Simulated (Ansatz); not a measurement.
Space group Fm-3m (No. 225). a = 11.242 Å, b = 11.242 Å, c = 11.242 Å, α = 90.00°, β = 90.00°, γ = 90.00°
```csv
atom,site,symmetry,x,y,z
Cs,8c,-43m,0.2500,0.2500,0.7500
Ag,4b,m-3m,0.5000,0.0000,0.0000
Sb,4a,m-3m,0.0000,0.0000,0.0000
Br,24e,4m.m,0.2495,0.0000,0.0000
```

Equation of state of this Cs2AgSbBr6 structure (not necessarily the ground state), with shape and atoms relaxed at each volume where symmetry leaves them free. Computed with DFT r2SCAN, scalar-relativistic, plane waves, PAW (Ansatz).

Plane waves to 500 eV, a k mesh through Γ of 4×4×4 on the computed 10-atom cell and Gaussian smearing (0.02 eV); no spin polarisation.

```
V (Å³/atom) E − E(largest V) (meV/atom) P (GPa) gap on mesh (eV)
     33.389                         2.53     1.85              0.98
     34.455                        -6.26     0.83              1.06
     35.520                        -8.90     0.00              1.13
     36.586                        -6.50    -0.69              1.19
     37.651                         0.00    -1.25              1.26
```

Q: Fit a third-order Birch–Murnaghan equation to E(V).

A: V0 = 35.51 Å³/atom, B0 = 25 GPa, B0' = 5.7.

Spin-orbit coupling is left out, which matters for the bands of heavy elements.

Cost: 5 runs of about 9 core-minutes in all, on Arm Neoverse V1 (shared hosts).